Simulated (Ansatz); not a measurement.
# MgTiF₄: which magnetic state is lowest?

Theory: DFT PBE, scalar-relativistic, plane waves, PAW (Ansatz).

```xyz
6
Lattice="3.6030 0.0000 0.0000 0.0000 3.6030 0.0000 0.0000 0.0000 5.1134" Properties=species:S:1:pos:R:3 pbc="T T T"
Mg    0.0000    0.0000    2.5567
Ti    1.8015    1.8015    0.0000
F     1.8015    0.0000    1.3050
F     1.8015    0.0000    3.8084
F     0.0000    1.8015    3.8084
F     0.0000    1.8015    1.3050
```

| Property | Result |
| --- | --- |
| plane-wave cutoff | 420 eV |
| Γ-centred k-mesh | 10×10×8 |
| occupation rule | Gaussian smearing, 0.01 eV |
| list of starting moments (μB, in atom order) | 0 1 0 0 0 0 |
| check for lower electronic states after the SCF | off |

Each order was relaxed in cell and atoms. Site moments are spin moments in atom-centred spheres that scale with the neighbour distance. The states are those that the runs reached from these starts; a lower one can exist. No antiferromagnetic start is among these.

**Question.** Order the starts by the energy of the state that they reach, lowest first.
A. ferromagnetic
B. no spin

**Answer.** A (0.00 meV/atom), B (141 meV/atom).

```json
{"start": "no spin", "ends": "non-magnetic", "energy above lowest (meV/atom)": "141", "site moments (μB)": "none over 0.05", "gap on mesh (eV)": "metal", "volume (Å³/atom)": "10.81"}
{"start": "ferromagnetic", "ends": "ferromagnetic", "energy above lowest (meV/atom)": "0.00", "site moments (μB)": "Ti +1.44", "gap on mesh (eV)": "0.24", "volume (Å³/atom)": "11.06"}
```

Cost: 2 runs of about 7.2 core-minutes in all, on Arm Neoverse N1 (shared hosts).